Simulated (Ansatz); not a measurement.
This run works on a generated trial structure, not on a known crystal.

Input and command of a plane-wave DFT calculation in Ansatz:

```yaml
crystal:
  lattice:
    - [5.60530515, 0.0, 0.0]
    - [-2.80265257, 4.85433665, 0.0]
    - [0.0, 0.0, 3.34501277]
  atoms:
    - { symbol: Ca, position: [0.0, 0.0, 0.0] }
    - { symbol: Hf, position: [0.5, 0.0, 0.5] }
    - { symbol: Hf, position: [0.5, 0.5, 0.5] }
    - { symbol: Hf, position: [0.0, 0.5, 0.5] }
    - { symbol: O, position: [0.33333333, 0.66666667, 0.0] }
    - { symbol: O, position: [0.66666667, 0.33333333, 0.0] }
basis:
  ecutwfc: 420
kpoints:
  mp_grid: { grid: [6, 6, 6] }
hamiltonian:
  xc: pbe
scf:
  occupations: { method: gaussian, width: 0.1 }
  lower_state_search: "off"
output:
  forces: true
  stress: true
  eigenvalues: true
relax:
  adjacent_minimum: "off"
  f_tol: 0.04
  max_steps: 70
  cell: { stress_tol: 0.4 }
```

```bash
ansatz run input.yaml --threads 1 --pin off --max-ram 2560MiB --backend cpu --events-out ev --progress --plain --runs-dir out
```

Processor: Intel(R) Xeon(R) Processor @ 2.50GHz (Skylake/Cascade Lake), 1 thread, on a host shared with other jobs.

Q: How long does it run, and how much memory does it take?

A: About 4.4 min, peak memory 0.48 GiB. It solves 60 bands at 28 k points (after reduction by symmetry) with about 1989 plane waves (on the last cell), in 82 SCF iterations over 11 ionic steps.
